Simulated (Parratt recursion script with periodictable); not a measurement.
# How fast does roughness lower the EUV peak of a Si/Rh multilayer on Si?

| layer, from the top | thickness (Å) | density (g/cm³) | rms roughness of its top face (Å) | δ at 13.5 nm | β at 13.5 nm |
|---|---|---|---|---|---|
| Si (in each period) | 43.8 | 2.313 | varied | 9.927 × 10⁻⁴ | 0.001813 |
| Rh (in each period) | 29.2 | 12.398 | varied | 0.1248 | 0.03117 |
| Si (substrate) | – | 2.313 | 0 | 9.927 × 10⁻⁴ | 0.001813 |

The refractive index is n = 1 − δ + iβ; the runs take δ and β at each wavelength of the scan. Vacuum lies above.

Densities are inputs, not measurements. They were set from computed cells of the Materials Project: Si from entry mp-149 (Fd-3m, 2.313 g/cm³); Rh from entry mp-74 (Fm-3m, 12.398 g/cm³). A layer's crystal structure does not enter its constants, only its composition and density.

Calculation: EUV and soft X-ray reflectivity, Parratt recursion, Névot-Croce roughness, Henke tables; Parratt recursion script with periodictable 1.7.1.

Light falls at α = 20° from the surface normal. It is s-polarised. The wavelength is scanned from 12.42 to 14.58 nm in 161 evenly spaced points, without smoothing. The peak is the highest scan point; its wavelength and height come from a parabola through R at that point and its two neighbours.

The pair is repeated 50 times. The runs differ only in σ, the roughness on top of both layers of each period; the substrate's stays as listed.

| σ (Å) | peak λ (nm) | peak R (%) |
|---|---|---|
| 0 | 13.334 | 61.3 |
| 3 | 13.315 | ? |
| 9 | 13.193 | 48.6 |

Question: Estimate the peak reflectivity at σ = 3 Å from a line of ln R against σ², and compare with the factor exp[−(2πσ/D)²] for one weak reflection.

Answer: With R₀ = 61.3 % of the first row, ln(R/R₀) is 0.0000 at σ² = 0, −0.2322 at σ² = 81 Å². The line through them has slope −0.00287 Å⁻² and intercept 0.0000, which gives 59.7 % at σ² = 9 Å². For D = 73 Å, (2π/D)² = 0.00741 Å⁻², and that slope from the first row gives 57.3 %.

The run gave 59.8 %, so the line misses by 0.1 points. The fitted slope is 0.39 of (2π/D)² in size.
